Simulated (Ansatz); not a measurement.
As (A7 type, space group R-3m)

```
As
1.0
    1.87953     1.08515     3.57829
   -1.87953     1.08515     3.57829
    0.00000    -2.17030     3.57829
As
2
Direct
  0.22595   0.22595   0.22595
  0.77405   0.77405   0.77405
```

The slice is a (0001) plane (indices of the conventional cell) through the point (0.226, 0.226, 0.226) (fractional), spanned by u = [1 0 -1] and v = [-1 2 -1] in vectors of this cell: u (3.76 Å) and v (6.51 Å, at 90° to u). It covers one period; positions are fractions (u, v).

Level of theory: r2SCAN+rVV10 (plane waves to 500 eV, PAW, scalar-relativistic; Ansatz, a program for electronic structure). k mesh 15×15×15. Inside the PAW spheres the values are not all-electron values, and peaks at nuclei hang on which shells count as valence. As was relaxed with its symmetry unable to fall. The PAW data are Ansatz's earlier set.

Task: Sketch the valence electron density on this plane as a map.

Result: 
```
|9864322111223468|
|7654322222223456|
|4443322222223344|
|3333222222222333|
|2222222222222222|
|1111112222211111|
|0001112222211100|
|0000112222211000|
|0001122333221100|
|0001223333322100|
|0011233444332110|
|0012335676533210|
|1112346898643211|
|1122347999743221|
|1122346898643221|
|2222345676543222|
|2222334444433222|
|2222233333332222|
|2222222222222222|
|2221111111111122|
|2221110000011122|
|2221100000001122|
|3322110000011223|
|3332210000012233|
|4433211000112334|
|7653321000123356|
|9864321111123468|
|9974322111223479|
```
Scale: ten equal steps from -1.42 (start of '0') to 1.66 (end of '9'), in the order '0123456789'. Values: log₁₀ of the valence density in e/Å³. The map has 16 points along u (one character each, u = 0 at the left) and 28 along v (v = 0 in the bottom row). The scale is logarithmic, as a density can span decades between atoms and voids.
